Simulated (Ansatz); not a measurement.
The elements of this relaxed trial crystal are hidden behind letters.

```
lattice vectors (Å)
   5.1233    0.0000    0.0000
  -2.5616    4.4369    0.0000
   0.0000    0.0000    4.3192
fractional positions
X 0.5000 0.0000 0.5000
X 0.0000 0.5000 0.5000
X 0.5000 0.5000 0.5000
X 0.0000 0.0000 0.0000
Z 0.0000 0.0000 0.5000
Q 0.3333 0.6667 0.0000
Q 0.6667 0.3333 0.0000
```

Computed with DFT PBE, scalar-relativistic, plane waves, PAW in Ansatz 0.2.0. Settings of the last relaxation (7-atom cell): 420 eV, 12×12×10 k points, Gaussian smearing of 0.10 eV, no spin polarisation.

| Property | Result |
| --- | --- |
| Space group | P6/mmm (No. 191) |
| Conventional cell | a = 5.123 Å, c = 4.319 Å |
| Volume per atom | 14.03 Å³ |
| Density | 1.67 g/cm³ |
| Formation energy | +0.11 eV/atom |
| Gap on the 12×12×10 mesh of the 7-atom cell | 0 eV (a metal) |

Energies are uncorrected and count from the elements' standard states at the same level.

Problem. X is an s-block element of period 2, Z is an s-block element of period 2 and Q is a p-block element of period 3. Which elements are they?

Solution. X = Li, Z = Be, Q = P, so the formula is Li4BeP2. Density times volume gives a mean mass of 1.67 × 14.03/1.6605 = 14.1 u per atom, and this set has 14.1 u. Among the elements that the hints allow, noble gases aside, only these give it. Li on a site of symmetry mmm has 2 Be at 2.56 Å, 4 Li at 2.56 Å, 4 P at 2.62 Å and 4 Li at 3.35 Å; Be has 2 Li at 2.16 Å and 6 Li at 2.56 Å; P is surrounded by 6 Li at 2.62 Å, 3 Li at 2.96 Å and 3 P at 2.96 Å; 1 more site not described.

A structure relaxed within its symmetry needn't be a true minimum.
